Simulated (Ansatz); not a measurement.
BN (zinc blende, space group No. 216), a = b = c = 3.609 Å, α = β = γ = 90.00°; the cell used has 2 atoms.

Relaxed with r²SCAN. DFT-r²SCAN in the program Ansatz with PAW potentials gives a gap of 4.99 eV.

### Question
What gap does HSE06 give on the same cell (Ansatz, PAW)?

### Answer
5.79 eV, 0.80 eV more. The hybrid was solved on a coarser mesh and at special points; its gap is the smallest among all of these.

```csv
k,v1 r²SCAN,c1 r²SCAN,v1 HSE06,c1 HSE06
Γ,0.00,9.58,?,?
X,-5.12,4.99,-5.34,5.79
L,-2.02,10.83,?,?
W,-6.71,10.37,?,?
K,-4.25,7.53,?,?
```

### Question
Top valence (v1) and lowest conduction level (c1) in eV from each method's valence maximum (which need not be a listed point): supply the withheld HSE06 values.

### Answer

- K, v1 HSE06: -4.44
- K, c1 HSE06: 8.38
- L, v1 HSE06: -2.11
- L, c1 HSE06: 11.91
- W, v1 HSE06: -7.01
- W, c1 HSE06: 11.26
- Γ, v1 HSE06: 0.00
- Γ, c1 HSE06: 10.59

Cost on shared cores: the r²SCAN run (SCF on a 13×13×13 mesh, then bands and DOS) about 6 core-seconds (a rough figure), the HSE06 run (SCF on 10×10×10, then a few points) very roughly 30 core-seconds; the tasks are unlike.

Space group F-43m (zinc blende). The cell was relaxed with r²SCAN under the symmetry of its start; phonons on a q-mesh show no instability.

Potentials: the earlier of the program's two PAW sets.
